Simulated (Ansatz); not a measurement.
AgPd in space group R-3m (No. 166; Ag on 3a, Pd on 3b) at seven volumes, LDA (plane waves, PAW; program Ansatz), shape and atoms relaxed at each. One row is withheld.

| V (Å³/atom) | P (GPa) |
|---|---|
| 13.619 | 22.10 |
| 14.067 | ? |
| 14.516 | 6.00 |
| 14.965 | 0.00 |
| 15.414 | -4.94 |
| 15.863 | -9.00 |
| 16.312 | -12.32 |

Q: Fit the shown pressures and predict the withheld one.

A: Third-order Birch–Murnaghan: P = (3/2)B₀(x^(7/2) − x^(5/2))[1 + (3/4)(B′ − 4)(x − 1)] with x = (V₀/V)^(2/3). Least squares on the six rows gives V₀ = 14.965 Å³/atom, B₀ = 181.1 GPa, B′ = 5.48. At V = 14.067, x = 1.0421 and P = 13.28 GPa. The run itself gave 13.28 GPa.

The first step of the workflow began from a Materials Project structure, measured or hypothetical; the Crystallography Open Database copy checked does not list it. With Ag and Pd taken as one species the cell has the higher symmetry Fm-3m, so it may be an ordered model of a mixed-site phase. Whether it is the stable phase at ambient conditions was not checked. The cell was relaxed with LDA under the symmetry of its start; whether a distortion lowers the energy is not shown. No spin polarisation was allowed.

Potentials: the later of the program's two PAW sets.
